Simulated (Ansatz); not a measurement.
YSnGe:
```cif
data_Ge4Sn4Y4
_chemical_formula_sum 'Y4 Sn4 Ge4'
_space_group_name_H-M_alt 'Cmcm'
_space_group_IT_number 63
_space_group_name_Hall '-C 2c 2'
_cell_length_a 4.25019
_cell_length_b 16.71996
_cell_length_c 4.03030
_cell_angle_alpha 90.000
_cell_angle_beta 90.000
_cell_angle_gamma 90.000
loop_
_space_group_symop_operation_xyz
  'x, y, z'
  '-x, -y, -z'
  '-x, -y, z+1/2'
  'x, y, -z+1/2'
  'x, -y, -z'
  '-x, y, z'
  '-x, y, -z+1/2'
  'x, -y, z+1/2'
  'x+1/2, y+1/2, z'
  '-x+1/2, -y+1/2, -z'
  '-x+1/2, -y+1/2, z+1/2'
  'x+1/2, y+1/2, -z+1/2'
  'x+1/2, -y+1/2, -z'
  '-x+1/2, y+1/2, z'
  '-x+1/2, y+1/2, -z+1/2'
  'x+1/2, -y+1/2, z+1/2'
loop_
_atom_site_label
_atom_site_type_symbol
_atom_site_symmetry_multiplicity
_atom_site_Wyckoff_symbol
_atom_site_fract_x
_atom_site_fract_y
_atom_site_fract_z
_atom_site_occupancy
Y1 Y 4 c 0.00000 0.40403 0.25000 1
Sn1 Sn 4 c 0.00000 0.24417 0.75000 1
Ge1 Ge 4 c 0.00000 0.04964 0.25000 1
```
(The calculation used a cell of 6 atoms; values per cell refer to that cell.)

Relaxed with r²SCAN.

Which orbitals make up the states near the Fermi level in the program Ansatz at the r²SCAN level (PAW)?

Within 0.5 eV of the Fermi level: Y 4d 44 %, Sn 5p 32 %, Ge 4p 17 %. Projections are on Löwdin-orthogonalised atomic valence shells; empty p or d shells of many metals are not among them.

Tabulate the density of states.

States/eV per cell of 6 atoms, in 0.25 eV bins, energy from the Fermi level.

```
E (eV)  total  Y 4d  Ge 4p  Sn 5p
------  -----  ----  -----  -----
-7.85    1.11  0.13   0.10   0.19
-7.60    1.27  0.15   0.10   0.23
-7.35    1.46  0.19   0.11   0.23
-7.10    1.81  0.23   0.16   0.25
-6.85    2.27  0.30   0.21   0.27
-6.60    1.89  0.25   0.14   0.20
-6.35    1.01  0.11   0.07   0.15
-6.10    1.20  0.10   0.12   0.19
-5.85    0.81  0.06   0.06   0.17
-5.60    0.41  0.04   0.01   0.13
-5.35    0.36  0.04   0.01   0.11
-5.10    0.31  0.03   0.01   0.10
-4.85    0.27  0.03   0.01   0.09
-4.60    0.46  0.05   0.06   0.21
-4.35    1.46  0.16   0.48   0.52
-4.10    2.03  0.24   0.77   0.63
-3.85    2.81  0.35   1.14   0.81
-3.60    2.00  0.25   0.79   0.61
-3.35    2.17  0.28   0.89   0.64
-3.10    2.55  0.33   1.24   0.62
-2.85    3.12  0.45   1.54   0.75
-2.60    3.36  0.56   1.48   0.91
-2.35    3.57  0.66   1.66   0.91
-2.10    4.81  0.99   2.12   1.34
-1.85    4.68  1.16   2.10   1.09
-1.60    3.63  1.13   1.36   0.88
-1.35    3.56  1.18   1.03   1.09
-1.10    4.19  1.41   0.88   1.63
-0.85    3.90  1.41   0.70   1.51
-0.60    3.31  1.34   0.59   1.14
-0.35    3.27  1.45   0.58   1.00
-0.10    2.55  1.10   0.44   0.82
0.15     2.13  0.92   0.37   0.68
0.40     1.52  0.66   0.23   0.50
0.65     1.56  0.69   0.27   0.42
0.90     1.74  0.80   0.38   0.28
1.15     1.54  0.67   0.35   0.28
1.40     2.80  1.18   0.60   0.55
1.65     2.67  1.20   0.59   0.49
1.90     2.43  1.19   0.51   0.39
2.15     3.44  1.85   0.58   0.51
2.40     3.72  2.08   0.57   0.41
2.65     5.36  2.96   0.75   0.48
2.90     5.19  2.90   0.59   0.63
3.15     5.19  3.11   0.48   0.61
3.40     5.19  3.27   0.49   0.57
3.65     5.33  3.26   0.58   0.54
3.90     6.06  3.75   0.69   0.45
4.15     5.96  3.67   0.66   0.48
```

The first step of the workflow began from a Materials Project structure, measured or hypothetical; the Crystallography Open Database copy checked does not list it. Its standing as an ambient phase is unchecked. The cell was relaxed with r²SCAN under the symmetry of its start; whether a distortion lowers the energy is not shown. No spin polarisation was allowed. Scalar-relativistic: spin–orbit coupling is off unless named, which matters more the heavier the elements.

Potentials: the later of the program's two PAW sets.
